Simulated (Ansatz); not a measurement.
CuI:
```
CELL_PARAMETERS angstrom
     12.45435     0.00000     0.00000
      0.00000     4.01880     0.00000
      0.00000     0.00000     4.01894
ATOMIC_POSITIONS crystal
  Cu 0.25000 0.25000 0.74977
  Cu 0.25000 0.75000 0.24977
  Cu 0.75000 0.75000 0.25023
  Cu 0.75000 0.25000 0.75023
  I  0.88806 0.25000 0.25025
  I  0.61194 0.75000 0.75025
  I  0.11194 0.75000 0.74975
  I  0.38806 0.25000 0.24975
```

Relaxed with PBE+D3(BJ). Special points in fractions of this cell's reciprocal vectors: Γ (0.000, 0.000, 0.000); X (0.500, 0.000, 0.000); S (0.500, 0.500, 0.000); Y (0.000, 0.500, 0.000); Z (0.000, 0.000, 0.500); U (0.500, 0.000, 0.500); R (0.500, 0.500, 0.500); T (0.000, 0.500, 0.500).

### Question
List the band energies nearest the valence-band maximum at these points for the program Ansatz at the PBE+D3(BJ) level (PAW).

### Answer
In eV from the valence-band maximum; about four levels below and three above (degenerate sets whole), none deeper than 8.9 eV; points with the same levels are listed once.

```csv
k,below,above
Γ,-0.51 -0.51 0.00 0.00,1.53 3.09 3.42 3.43
X,-0.25 -0.25 -0.25 -0.25,2.36 2.36 3.21 3.21
S,-0.56 -0.56 -0.56 -0.56,2.84 2.84 2.84 2.84
Y,-0.58 -0.58 -0.53 -0.53,2.06 2.06 3.79 3.79
R,-1.11 -1.11 -1.11 -1.11,3.00 3.00 3.00 3.00
T,-1.20 -1.20 -1.05 -1.05,2.32 2.32 2.51 2.51
```

Space group P4/nmm. The start of the workflow was typed in or built on a structure type; the Crystallography Open Database copy checked does not list it. It is not the phase usual at ambient conditions (space group No. 216). The cell was relaxed with PBE+D3(BJ) under the symmetry of its start; whether a distortion lowers the energy is not shown. The workflow began spin-polarised and lost its moments. Point labels and valley counts follow the cell and symmetry of the run, lower than the named group. Scalar-relativistic: spin–orbit coupling is off unless named, which matters more the heavier the elements.

Potentials: the earlier of the program's two PAW sets.
